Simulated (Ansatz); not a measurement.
# NbAu₂ (P6/mmm): electronic heat capacity and spin susceptibility from the density of states

Computed with DFT r2SCAN, scalar-relativistic, plane waves, PAW (Ansatz 0.2.0).

Plane waves to 500 eV, a k mesh through Γ of 12×12×16 on the computed 3-atom cell and Gaussian smearing (0.10 eV); no spin polarisation.

Relaxed cell: P6/mmm, a = 4.661 Å, b = 4.661 Å, c = 2.744 Å, α = 90.00°, β = 90.00°, γ = 120.00°, 3 atoms in the primitive cell. Whether it is the stable form of this composition wasn't checked.

The density of states at the Fermi level is 0.835 states/eV in the cell of 3 atoms (1 formula unit; both spins, tetrahedra on a 18×18×24 mesh).

Q: What Sommerfeld coefficient and Pauli susceptibility does this give?

A: Per formula unit N(E_F) = 0.835 states/eV. γ = (π²/3) k_B² N(E_F) N_A = 2.357 mJ/(mol K²) per state/eV, so γ = 2.0 mJ/(mol K²), a mole of formula units. χ_P = μ_B² N(E_F) N_A = 3.23×10⁻⁵ emu/mol per state/eV gives 2.7×10⁻⁵ emu/mol. This is the bare band result: a measured γ of the same phase is as a rule larger by a factor 1 + λ from phonons and spin fluctuations, the spin part of χ is larger by the Stoner factor, and a measured χ also holds orbital and core terms. N(E_F) at one energy is sensitive to the mesh where the density of states has sharp peaks.

Spin-orbit coupling is left out, which matters for the bands of heavy elements.

Cost: 1 run of about 2 core-minutes, on Arm Neoverse V1 (shared hosts).